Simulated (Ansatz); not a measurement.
In the program Ansatz at the r²SCAN level (PAW), NbSnS in the tetragonal phase (P4/nmm; Nb on 2c, Sn on 2a, S on 2c) relaxes to a = 3.873 Å, c = 7.729 Å. Its formation energy from the elements is -0.26 eV/atom, with no fitted shifts.

Electronic character: metallic (no gap). The magnetic state found is ferromagnetic. The net moment is 0.06 μB per atom.

Bader charges are Nb +1.31, Sn -0.19, S -1.11 e.

The start of the workflow was typed in or built on a structure type; neither database checked (COD, Materials Project) lists it. Its standing as an ambient phase is unchecked. Symmetry was held in the r²SCAN relaxation; its stability against distortions is not shown here. The final state is ferromagnetic, chosen from 2 collinear starts compared on coarse meshes (ties went to the first, and starts can fall back to one state), not a proven ground state. Other orbital occupations within this spin state were not tried. No Hubbard U is applied. The references are the lowest solids computed at this level, not always the standard phases. Spin–orbit coupling is left out wherever it is not named.

Potentials: the later of the program's two PAW sets.
